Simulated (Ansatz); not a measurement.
# Ga: do energies and stresses tell the same story?

Method: DFT PBEsol, scalar-relativistic, plane waves, PAW in Ansatz 0.2.0.

Settings: cutoff 420 eV, Γ-centred mesh 8×8×8 on the computed 6-atom cell, Gaussian smearing of 0.10 eV; no spin polarisation.

Relaxed cell: I-43d, a = 5.968 Å, b = 5.968 Å, c = 5.968 Å, α = 90.00°, β = 90.00°, γ = 90.00°, 6 atoms in the primitive cell. This form isn't the element's structure at ambient conditions.

Energies at zero smearing and pressures from the stress tensor, at volumes with shape and atoms relaxed:
```csv
V (Å³/atom),E − E(first) (meV/atom),P (GPa)
16.653,0.00,4.28
17.185,-10.18,1.92
17.716,-13.20,-0.05
18.248,-10.25,-1.69
18.779,-2.31,-3.07
```

Task: Check P = −dE/dV between neighbouring volumes, and get the bulk modulus from the pressures alone.

Result: With 1 eV/Å³ = 160.2 GPa:
```tsv
middle V (Å³/atom)	−ΔE/ΔV (GPa)	mean P (GPa)
16.919	3.068	3.103
17.451	0.911	0.937
17.982	-0.888	-0.871
18.514	-2.393	-2.381
```

The two differ by 0.03 GPa at most. The mean of two end pressures misses the average over a step by about ΔV² P″/12, up to 0.04 GPa here; with that taken off 0.01 GPa remains. Around V = 17.716 Å³/atom, the two neighbours give B = −V ΔP/ΔV = 17.716 × 3.62 / 1.063 = 60.3 GPa, against B0 = 60.1 GPa from the Birch–Murnaghan fit of the energies.

Cost: 6 runs of about 3.7 core-minutes in all, on Arm Neoverse V1 (shared hosts).